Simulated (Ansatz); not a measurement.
# Profile along the As–Ga line in GaAs (zinc blende)

GaAs (zinc blende)

```yaml
crystal:
  lattice:
    - [0.00000, 2.87304, 2.87304]
    - [2.87304, 0.00000, 2.87304]
    - [2.87304, 2.87304, 0.00000]
  atoms:
    - { symbol: As, position: [0.75000, 0.75000, 0.75000] }
    - { symbol: Ga, position: [0.00000, 0.00000, 0.00000] }
```

Fields along a shortest As–Ga line of a {110} plane (2.49 Å), from As to Ga, interpolated on the slice's grid (step about 0.2 Å). These are PBE (plane waves to 420 eV, PAW, scalar-relativistic; Ansatz, a first-principles code) values and carry that method's errors. k mesh 10×10×10. Near the nuclei the fields are pseudised (PAW); where an atom keeps semicore shells as valence, they peak there. GaAs was relaxed with its symmetry unable to fall. The PAW data are Ansatz's earlier set.

| distance from As (Å) | valence electron density (e/Å³) | electron localisation function |
|---|---|---|
| 0.00 | 46.06 | x |
| 0.12 | 40.26 | x |
| 0.25 | 26.92 | x |
| 0.37 | 13.85 | x |
| 0.50 | 5.57 | x |
| 0.62 | 2.07 | 0.51 |
| 0.75 | 1.03 | 0.65 |
| 0.87 | 0.74 | 0.74 |
| 1.00 | 0.62 | 0.78 |
| 1.12 | 0.52 | 0.79 |
| 1.25 | 0.47 | 0.73 |
| 1.37 | 0.45 | 0.57 |
| 1.49 | 0.48 | 0.40 |
| 1.62 | 0.58 | 0.30 |
| 1.74 | 0.87 | 0.24 |
| 1.87 | 1.74 | 0.16 |
| 1.99 | 4.47 | x |
| 2.12 | 11.86 | x |
| 2.24 | 26.08 | x |
| 2.37 | 42.96 | x |
| 2.49 | 46.77 | x |

x: too close to a nucleus for the ELF to mean much.

Density on the As–Ga line (2.49 Å) at its density minimum, 1.4 Å from As: 0.45 e/Å³. ELF at that point: 0.6. ELF maximum in the middle third of the As–Ga line: 0.79, 1.1 Å from As.
